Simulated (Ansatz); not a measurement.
Pt₃Pb under strain

The calculation used DFT r2SCAN, scalar-relativistic, plane waves, PAW in Ansatz. Run with 500 eV cutoff, 12×12×12 k-mesh, Gaussian smearing of 0.10 eV, no spin polarisation.

Reference structure (relaxed):

```xyz
4
Lattice="4.0933 0.0000 0.0000 0.0000 4.0933 0.0000 0.0000 0.0000 4.0933" Properties=species:S:1:pos:R:3 pbc="T T T"
Pt    0.0000    2.0467    2.0467
Pt    2.0467    0.0000    2.0467
Pt    2.0467    2.0467    0.0000
Pb    0.0000    0.0000    0.0000
```

Deformation: all cell vectors scaled alike, the atoms relaxed, all within the symmetry that the strain leaves. Energies are extrapolated to zero smearing.

Spin–orbit coupling is left out, which can shift energies with elements as heavy as these.

```
strain (%)  ΔE (meV/atom) a (Å) b (Å) c (Å)
      -3.0           95.7  3.971  3.971  3.971
      -2.0           40.6  4.011  4.011  4.011
      -1.0            9.7  4.052  4.052  4.052
      +0.0            0.0  4.093  4.093  4.093
      +1.0            8.8  4.134  4.134  4.134
      +2.0           33.8  4.175  4.175  4.175
      +3.0           72.5  4.216  4.216  4.216
```

Task: What stiffness (1/V) d²E/dε² at zero strain does a cubic fit over all points give?

Result: A cubic fit gives (1/V) d²E/dε² = 1747 GPa at zero strain (nine times the bulk modulus at fixed shape).

Cost: 7 runs of about 3.5 core-minutes in all, on Arm Neoverse V1 (shared hosts).